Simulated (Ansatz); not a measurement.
Ge₂Sb₂Te₅:
```
Ge2Sb2Te5
1.0
    4.21847     0.00000     0.00000
   -2.10923     3.65330     0.00000
    0.00000     0.00000    17.94617
Ge Sb Te
2 2 5
Direct
  0.00000   0.00000   0.33420
  0.00000   0.00000   0.66580
  0.33333   0.66667   0.11218
  0.66667   0.33333   0.88782
  0.00000   0.00000   0.00000
  0.33333   0.66667   0.79127
  0.66667   0.33333   0.20873
  0.33333   0.66667   0.41230
  0.66667   0.33333   0.58770
```

Relaxed with r²SCAN+D4.

**Question.** Map the electron localisation function on the plane through (0.000, 0.000, 0.334) spanned by u = [0, 0, 1] and v = [1, -1, 0] in lattice vectors, from plane-wave PAW r²SCAN+D4 (Ansatz code).

**Answer.** x is the fraction of u, y of v (the angle between them is 90°; rows are the nearest grid lines); atoms in the plane: Ge at (0.00, 0.00), Ge at (0.33, 0.00), Sb at (0.78, 0.33), Sb at (0.55, 0.67), Te at (0.67, 0.00), Te at (0.46, 0.33), Te at (0.87, 0.67), Te at (0.08, 0.33), Te at (0.25, 0.67).
```
|@.=-......:=:..*%-....+#+. -**:....:%#:@|
|.-=-:....:-==.-*%:....=#+:.+#+:....:*#=.|
|-==-:...:-=+=-=##:...:=#*=-*#=..::::+#+-|
|+==:...:+##%#+**-..:-==*##*##-.:=**+=+*+|
|+=-:...-#%%%%**+:..:+++*####+:.-*###+=++|
|:::....#%#**%#=:...-==++++*+:.:+#***#=::|
|......:@%+:-*#=...:--.:++::...:**-.=##:.|
|......-@#-..+#=...:=:..++:....-*+:.:#%-.|
|......-@#:..+#=...:=:..++:....-*+..:*%-.|
|......-@#-.:+#=...:=:..++:....-**:.-#%-.|
|.:-=-:.#%*++**:..-=+===+=:...:-*#*+*#*:.|
|:+###*::#%###=..=#%%*+++:..:-++*#%###-.:|
|-*#*#%-.+###*-.:*%##*++-:..:=+++#%%#+:.-|
|+#++*%%:.-==:..+%*++#=:....-++==++==:.:+|
|**-.:#@+......:##=..#=.....=+:..==:...-*|
|#+:..*@*......:##-..*=.....++...==:...-#|
|#*:.:#@+......:##=..*=....:=+:..==:...-#|
|**=.-#@=......:*#+::#-...::=+-.:==:...-*|
|*%***%%:...::::-##***:.:=*++*+==+-:...-*|
|*#%%%%=...:-=++==###-::=####*+++=:..:=**|
|+*%##*-...:-=++*=+**:.:*#**#*+==-:..:**+|
|-=+=-:....:==-+**:::..-#*=-*#+:....:+#+-|
|.-==:.....:==.-*#:....=#+:.+#+:....:##=.|
|@.=-......:=:..*%-....+#+. -**:....:%#:@|
```
Scale: ten equal steps from -0.115 (start of ' ') to 0.839 (end of '@'), in the order ' .:-=+*#%@'; x runs from 0.000 to 1.00, y from 0.000 (bottom) to 1.00 (top).

The density is the valence pseudo-density with augmentation charge, so density and ELF within about 1 Å of a nucleus are not all-electron values.

Space group P-3m1. The cell was relaxed with r²SCAN+D4 under the symmetry of its start. Spin–orbit coupling is left out wherever it is not named.

Potentials: the later of the program's two PAW sets.
